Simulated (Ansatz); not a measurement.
**Ga4P3N (ordering on zincblende) by several functionals**

All numbers come from Ansatz 0.2.0. Non-magnetic throughout. Whether this structure exists isn't addressed.

Ga4P3N as one 8-atom ordering (R3m) on the zincblende lattice, relaxed with r2SCAN. Space group R3m (No. 160), trigonal; a = 3.706 Å, c = 36.272 Å in the conventional setting, 17.98 Å³ an atom. Around N lie 4 Ga at 1.95–2.20 Å; around P lie 4 Ga at 2.30–2.35 Å; around P lie 4 Ga at 2.30–2.34 Å; around P lie 4 Ga at 2.31–2.34 Å; around Ga lie 3 N at 2.20 Å and 1 P at 2.35 Å; around Ga lie 4 P at 2.30–2.34 Å; around Ga lie 1 N at 1.95 Å and 3 P at 2.31 Å.

```
CELL_PARAMETERS angstrom
1.85303 1.06985 12.09081
-1.85303 1.06985 12.09081
0.00000 -2.13969 12.09081
ATOMIC_POSITIONS crystal
N 0.99923 0.99923 0.99923
P 0.74518 0.74518 0.74518
P 0.49984 0.49984 0.49984
P 0.25465 0.25465 0.25465
Ga 0.68039 0.68039 0.68039
Ga 0.43521 0.43521 0.43521
Ga 0.19013 0.19013 0.19013
Ga 0.94537 0.94537 0.94537
```

Band edges at fixed r2SCAN geometry:
```csv
level,k mesh,gap (eV),kind,edges,least direct gap (eV),rough cost
PBE,8×8×8,none (overlap 0.08),–,–,–,70 core-seconds
PBE+SOC,8×8×8,none (overlap 0.07),–,–,–,6 core-minutes
r2SCAN,8×8×8,none (overlap 0.01),–,–,–,110 core-seconds
HSE06,4×4×4,0.17,direct,Γ,0.17,11 core-minutes
```
All runs use a smearing of 0.02 eV.
Wave cutoffs: 420 eV, 500 eV (r2SCAN).
Points off the special ones are mesh points or PBE's searched band edges, reused at the other levels.
Costs come from shared machines and give only the order; PBE's includes the band path. The runs had 4 threads of Arm Neoverse V2, on a shared host.

With HSE06 the gap is 0.17 eV and direct, at Γ. PBE+SOC gives no gap: the lowest nominally empty band dips 0.07 eV below the top of the last filled one (its bottom at Γ–S₀ (0.10 of the way from Γ), the top at Γ–T (0.50 of the way from Γ)), so the cell is a metal or semimetal at this level.

The levels disagree on the kind of gap: direct with HSE06; no gap with PBE, PBE+SOC, r2SCAN.

Only the levels marked +SOC include spin-orbit coupling.
